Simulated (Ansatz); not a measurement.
Here is the system:

CrGe:
```yaml
crystal:
  lattice:
    - [0.00000, 2.50756, 2.50756]
    - [2.50756, 0.00000, 2.50756]
    - [2.50756, 2.50756, 0.00000]
  atoms:
    - { symbol: Ge, position: [0.00000, 0.00000, 0.00000], spin: -0.3 }
    - { symbol: Cr, position: [0.50000, 0.50000, 0.50000], spin: 2.5 }
```

This is the PBE-relaxed structure.

Q: All from the program Ansatz at the PBE level (PAW), unless another level is named. Give the electronic character.

A: metallic (no gap).

Q: Predict the formation energy from the elements (no fitted shifts).

A: 0.34 eV/atom.

Q: Predict the density of states at the Fermi level.

A: 0.60 states/eV per atom (mean over ±0.08 eV).

Space group Fm-3m (rock salt). A made-up cell: these elements were put on the sites of a structure type; neither database checked (COD, Materials Project) lists it. Its standing as an ambient phase is unchecked. The PBE relaxation kept the symmetry of its start. At this level the phase is mechanically unstable. Magnetic state: ferromagnetic, chosen from 3 collinear starts compared on coarse meshes (ties went to the first, and starts can fall back to one state), not a proven ground state. The references are the lowest solids computed at this level, not always the standard phases. Scalar-relativistic: spin–orbit coupling is off unless named, which matters more the heavier the elements.

Potentials: the later of the program's two PAW sets.
